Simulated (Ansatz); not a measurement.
## Y3Pb (I4/mmm): electronic heat capacity and spin susceptibility from the density of states

Theory: DFT r2SCAN, scalar-relativistic, plane waves, PAW (Ansatz).

Cutoff 500 eV; k points 12×12×12 on the computed 4-atom cell (Γ-centred); Gaussian smearing, width 0.10 eV; no spin polarisation.

Relaxed cell: I4/mmm, a = 4.685 Å, b = 4.685 Å, c = 10.772 Å, α = 90.00°, β = 90.00°, γ = 90.00°, 4 atoms in the primitive cell. Whether it is the stable form of this composition wasn't checked.

The density of states at the Fermi level is 4.901 states/eV in the cell of 4 atoms (1 formula unit; both spins, tetrahedra on a 18×18×18 mesh).

Problem. What Sommerfeld coefficient and Pauli susceptibility does this give?

Solution. Per formula unit N(E_F) = 4.901 states/eV. γ = (π²/3) k_B² N(E_F) N_A = 2.357 mJ/(mol K²) per state/eV, so γ = 11.6 mJ/(mol K²), a mole of formula units. χ_P = μ_B² N(E_F) N_A = 3.23×10⁻⁵ emu/mol per state/eV gives 15.8×10⁻⁵ emu/mol. This is the bare band result: a measured γ of the same phase is as a rule larger by a factor 1 + λ from phonons and spin fluctuations, the spin part of χ is larger by the Stoner factor, and a measured χ also holds orbital and core terms. N(E_F) at one energy is sensitive to the mesh where the density of states has sharp peaks.

Spin-orbit coupling is left out, which matters for the bands of heavy elements.